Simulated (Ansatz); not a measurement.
All cells below were computed with r2SCAN (plane-wave PAW, Ansatz 0.2.0, no spin polarisation, atoms fixed as given).

Question: Which of them gave these results: no gap, pressure 2.1 GPa, largest force 0.00 eV/Å, largest positive Bader charge +1.34 e?
A.
BiBrO (500 eV, 7×7×3 mesh on the cell that ran, as a rule the primitive one, tetrahedron)
```
O Br Bi
1.0
     3.95908    0.00000    0.00000
     0.00000    3.95908    0.00000
     0.00000    0.00000    8.16642
O Br Bi
2 2 2
Cartesian
  0.0000 0.0000 0.0000
  1.9795 1.9795 0.0000
  0.0000 1.9795 5.3327
  1.9795 0.0000 2.8337
  0.0000 1.9795 1.2576
  1.9795 0.0000 6.9088
```
B.
TaN (500 eV, 8×8×11 mesh on the cell that ran, as a rule the primitive one, fermi-dirac 0.1 eV)
Space group P6/mmm (No. 191). a = 5.225 Å, b = 5.225 Å, c = 2.927 Å, α = 90.00°, β = 90.00°, γ = 120.00°
```csv
atom,site,symmetry,x,y,z
Ta,1a,6/mmm,0.0000,0.0000,0.0000
Ta,2d,-6m2,0.3333,0.6667,0.5000
N,3f,mmm,0.5000,0.0000,0.0000
```
C.
NbH2 (500 eV, 13×13×13 mesh on the cell that ran, as a rule the primitive one, fermi-dirac 0.1 eV)
```
Nb H
1.0
     0.00000    2.26564    2.26564
     2.26564    0.00000    2.26564
     2.26564    2.26564    0.00000
Nb H
1 2
Direct
  0.00000 0.00000 0.00000
  0.25000 0.25000 0.25000
  0.75000 0.75000 0.75000
```

Answer: C. The others gave TaN: no gap, -1.5 GPa; BiBrO: gap 2.58 eV, -1.5 GPa.

Origins: TaN, a database entry at a rescaled volume; NbH2, a database entry at a rescaled volume; BiBrO, a database entry at a rescaled volume. Caveats for one or more cells: empty levels are not fully converged; many states at the Fermi level without spin polarisation, so a magnetic state may lie lower; no spin-orbit coupling, which can shift this gap by tenths of an eV.
